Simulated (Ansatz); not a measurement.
With DFT-r²SCAN in the program Ansatz with PAW potentials, C in the trigonal phase (R-3c; C on 36f) relaxes to a = 9.687 Å, c = 4.182 Å. C has 3 nearest neighbours from 1.40 Å (trigonal pyramidal).

Electronic character: metallic (no gap).

The bulk modulus is 13.0 GPa.

The start of the workflow was typed in or built on a structure type; neither database checked (COD, Materials Project) lists it. It is not the phase usual at ambient conditions (space group No. 194, 227). Symmetry was held in the r²SCAN relaxation; whether a distortion lowers the energy is not shown. The volume moved by 124 % from the start of the relaxation.

Potentials: the earlier of the program's two PAW sets.
